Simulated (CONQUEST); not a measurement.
Worked example: self-consistent single point of TiO2 (P4_2/mnm, 6 atoms in the cell; from Materials Project mp-2657) in CONQUEST.

Computed with PBE, numerical atomic orbitals double-zeta with polarisation (the shipped basis), PseudoDojo norm-conserving potentials made for PBE (CONQUEST).

```xyz
6
Lattice="4.5998 0.0000 0.0000 0.0000 4.5998 0.0000 0.0000 0.0000 2.9592" Properties=species:S:1:pos:R:3 pbc="T T T"
Ti     2.2999     2.2999     0.0000
Ti     0.0000     0.0000     1.4796
O      3.2000     3.2000     1.4796
O      1.3998     1.3998     1.4796
O      3.6997     0.9001     0.0000
O      0.9001     3.6997     0.0000
```

Reference input (self-consistent single point, DFT, PBE, numerical atomic orbitals double-zeta with polarisation (the shipped basis), PseudoDojo norm-conserving potentials made for PBE): basis = DZP; Diag.MPMeshX, Y, Z = 4 4 6; potentials = PseudoDojo norm-conserving PBE; Grid.GridCutoff = 175 Ha; DM.SolutionMethod = diagon; Diag.kT = 0.000367 Ha; minE.SCTolerance = 1.0e-06; SC.MaxIters = 100; SC.LinearMixingFactor = 0.5; SC.KerkerPreCondition = true; SC.KerkerFactor = 0.1 1/bohr; AtomMove.TypeOfRun = static. This run's input differs from it in these lines:

```diff
@@ -14,3 +14,3 @@
 
-Grid.GridCutoff                175
+Grid.GridCutoff                88
 DM.SolutionMethod              diagon
```

Log, with long lists cut:

```
    new_SC_potl: Starting.  Tolerance:  0.10000E-05

    PulayMixSC: Starting Pulay mixing, A_up =  0.500 A_dn =  0.500
    PulayMixSC: Spin non-polarised calculation.
    PulayMixSC: with Kerker preconditioning, q0 =  0.100
          Harris-Foulkes Energy            :      -185.461301026843159 Ha
          (TS=0 as O(N) or entropic contribution is negligible)
          DFT Total Energy                 :      -184.410164147614580 Ha
          Total number of electrons        :        48.000000000000000
    PulayMixSC: Pulay iteration     1 residual:              0.10082E-01
   [... lines left out ...]
          (TS=0 as O(N) or entropic contribution is negligible)
          DFT Total Energy                 :      -185.154623430465222 Ha
          Total number of electrons        :        48.000007958076367
    PulayMixSC: Pulay iteration     8 residual:              0.10757E-04
          Harris-Foulkes Energy            :      -185.154624574601399 Ha
          (TS=0 as O(N) or entropic contribution is negligible)
          DFT Total Energy                 :      -185.154624575709164 Ha
          Total number of electrons        :        48.000007895338918
    PulayMixSC: Pulay iteration     9 residual:              0.44982E-06
    PulayMixSC: Reached SCF tolerance of  0.44982E-06 after      9 iterations
      | Number of electrons      =        48.000008
      |* band energy as 2Tr[K.H] =       -45.717482270298156 Ha
      |  screened ion-ion energy =      -143.293044464014230 Ha
      |  Ha correction           =        -0.141221725181696 Ha
      |  XC correction           =         3.997121288812200 Ha
      |* Harris-Foulkes energy   =      -185.154624574601399 Ha
      |* DFT total energy        =      -185.154624575709164 Ha
      |  estimated accuracy      =         0.000000001107765 Ha

    force: Forces on atoms (Ha/a0)
    force:  Atom   X              Y              Z
    force:     1  -0.0000000031  -0.0000000031   0.0000000000
    force:     2  -0.0000000001  -0.0000000001  -0.0000000045
   [... lines left out ...]
    force: Maximum force :        0.00282411(Ha/a0) on atom         3 in y direction
   [... lines left out ...]
    force: Force Residual:        0.00326100 Ha/a0
    force: Total stress:         -6.38552537     0.00000008     0.00000000 GPa
                             0.00000002    -6.38552535     0.00000000
                             0.00000000     0.00000000    -6.47250643
    force: Average pressure:      6.41451905 GPa

    force: Finished force
    get_E_and_F: Change in energy during last step of electronic optimisation:  0.30482E-06
```

The run converged in 9 iterations. CONQUEST prints the stress tensor with tension positive. Against the reference run the free energy goes down by 4.9 meV/atom, the pressure goes from 6.23 to 6.41 GPa and the largest force goes from under 0.1 to 0.21 eV/Å.

The program uses no crystal symmetry, so grid and mesh can part values that symmetry would make equal. The atom-centred basis is finite, which shifts total energies, pressures and forces against plane waves. This run is one point of a test of settings, so its values need not be converged; read them against the reference run alone. The structure comes from a collection of computed structures, made at another level of theory; the collection holds predicted forms beside known ones.

Cost on one core: about 40 core-seconds (a rough figure).
